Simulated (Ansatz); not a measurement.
An Ansatz (an electronic-structure program) input:

Ansatz 0.2 input:
```yaml
crystal:
  lattice:
    - [4.0699256589, 0.0, 0.0]
    - [0.0, 4.0699256589, 0.0]
    - [0.0, 0.0, 4.0699256589]
  atoms:
    - { symbol: Ba, position: [0.0, 0.0, 0.0] }
    - { symbol: Ta, position: [0.5, 0.5, 0.5] }
    - { symbol: O, position: [0.0, 0.5, 0.5] }
    - { symbol: O, position: [0.5, 0.0, 0.5] }
    - { symbol: O, position: [0.5, 0.5, 0.0] }
kpoints:
  mp_grid: { grid: [8, 8, 8] }
  band_path:
    path:
      - [[0.0, 0.0, 0.0], [0.0, 0.5, 0.0], [0.5, 0.5, 0.0], [0.0, 0.0, 0.0], [0.5, 0.5, 0.5], [0.0, 0.5, 0.0]]  # Γ-X-M-Γ-R-X
      - [[0.5, 0.5, 0.5], [0.5, 0.5, 0.0]]  # R-M
    npoints: 12
basis: { xc_grid: 2 }
hamiltonian:
  xc: pbesol
  pseudopotentials: { kind: paw }
magnetization: { noncollinear: true, spin_orbit: true }
scf:
  n_extra_bands: 13
  convergence: { dr2_threshold: 0.0000000001 }
  occupations: { method: gaussian, width: 0.05 }
output: { eigenvalues: true }
```

### Question
How many symmetry operations and irreducible k-points will the run report?

### Answer
48 operations, 35 of 512 k-points.

### Question
With a cutoff of 420 eV, how many plane waves at Γ?

### Answer
1357.

It took very roughly 60 core-seconds on shared server cores.

Space group Pm-3m (cubic perovskite). The workflow started from a Materials Project entry (that database holds measured and hypothetical structures alike); the Crystallography Open Database copy checked does not list it. Its standing as an ambient phase is unchecked. Symmetry was held in the PBEsol relaxation; whether a distortion lowers the energy is not shown. No spin polarisation was allowed.

Potentials: the later of the program's two PAW sets.

Ansatz is a plane-wave DFT program.
